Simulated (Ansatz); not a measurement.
In$_{2}$Te$_{3}$:
```cif
data_In72Te108
_chemical_formula_sum 'In72 Te108'
_space_group_name_H-M_alt 'F-43m'
_space_group_IT_number 216
_space_group_name_Hall 'F -4 2 3'
_cell_length_a 18.41917
_cell_length_b 18.41917
_cell_length_c 18.41917
_cell_angle_alpha 90.000
_cell_angle_beta 90.000
_cell_angle_gamma 90.000
loop_
_atom_site_label
_atom_site_type_symbol
_atom_site_symmetry_multiplicity
_atom_site_Wyckoff_symbol
_atom_site_fract_x
_atom_site_fract_y
_atom_site_fract_z
_atom_site_occupancy
In1 In 48 h 0.07904 0.07904 0.25350 1
In2 In 24 g 0.25000 0.25000 0.58086 1
Te1 Te 24 f 0.00000 0.00000 0.35218 1
Te2 Te 48 h 0.15270 0.15270 0.98922 1
Te3 Te 16 e 0.32360 0.32360 0.32360 1
Te4 Te 16 e 0.65428 0.65428 0.65428 1
Te5 Te 4 a 0.00000 0.00000 0.00000 1
```
(The calculation used a cell of 45 atoms; values per cell refer to that cell.)

Relaxed with PBEsol.

Task: Which orbitals make up the states near the Fermi level in plane-wave PAW PBEsol (Ansatz code)?

Result: Within 0.5 eV of the Fermi level: Te 5p 66 %, In 5s 18 %, In 5p 8 %. Projections are on Löwdin-orthogonalised atomic valence shells; empty p or d shells of many metals are not among them.

Task: Tabulate the density of states.

Result: States/eV per cell of 45 atoms, in 0.25 eV bins, energy from the Fermi level.

```csv
E (eV),total,Te 5p,In 5p,In 5s
-7.85,0.00,0.00,0.00,0.00
-7.60,0.00,0.00,0.00,0.00
-7.35,0.00,0.00,0.00,0.00
-7.10,0.00,0.00,0.00,0.00
-6.85,0.00,0.00,0.00,0.00
-6.60,26.31,11.18,1.00,13.23
-6.35,48.10,20.07,2.27,23.22
-6.10,23.86,10.02,1.32,10.38
-5.85,11.23,4.75,0.44,4.69
-5.60,26.50,11.84,1.34,9.61
-5.35,8.00,3.77,0.19,2.83
-5.10,0.00,0.00,0.00,0.00
-4.85,0.00,0.00,0.00,0.00
-4.60,3.97,2.59,1.22,0.06
-4.35,13.88,9.05,4.27,0.20
-4.10,39.50,26.67,11.19,0.71
-3.85,34.64,24.26,8.47,0.97
-3.60,35.96,25.90,8.03,1.03
-3.35,44.68,32.93,9.52,1.08
-3.10,44.91,33.91,8.65,1.08
-2.85,44.10,33.65,8.08,0.89
-2.60,31.16,23.85,5.52,0.65
-2.35,49.55,38.86,8.25,0.64
-2.10,37.89,29.83,6.00,0.38
-1.85,30.96,24.70,4.40,0.29
-1.60,25.88,21.21,2.97,0.26
-1.35,2.57,2.03,0.29,0.08
-1.10,23.02,20.01,1.60,0.53
-0.85,17.43,15.69,0.91,0.21
-0.60,7.28,5.41,0.62,0.88
-0.35,5.48,4.34,0.46,0.42
-0.10,11.17,9.30,0.88,0.45
0.15,3.62,1.63,0.30,1.32
0.40,11.79,5.41,1.15,4.06
0.65,23.61,10.72,3.21,7.37
0.90,32.59,15.62,4.22,9.78
1.15,41.47,21.12,4.82,12.19
1.40,29.63,13.55,5.72,7.38
1.65,16.70,5.65,6.11,2.34
1.90,19.94,5.53,9.81,0.97
2.15,28.84,7.65,15.54,0.68
2.40,17.40,4.73,9.36,0.39
2.65,37.27,9.92,19.86,0.82
2.90,33.54,8.17,18.39,0.81
```

The workflow started from a Materials Project entry (that database holds measured and hypothetical structures alike); the Crystallography Open Database files this formula in space group No. 216, but the cells were not matched. Whether it is the stable phase at ambient conditions was not checked. The PBEsol relaxation kept the symmetry of its start; whether a distortion lowers the energy is not shown. A small band overlap can be real or an error of a semilocal functional. Scalar-relativistic: spin–orbit coupling is off unless named, which matters more the heavier the elements.

Potentials: the earlier of the program's two PAW sets. The files were generated under PBE; for other functionals the program regenerates the frozen cores, and for LDA and PBEsol the local potential too.
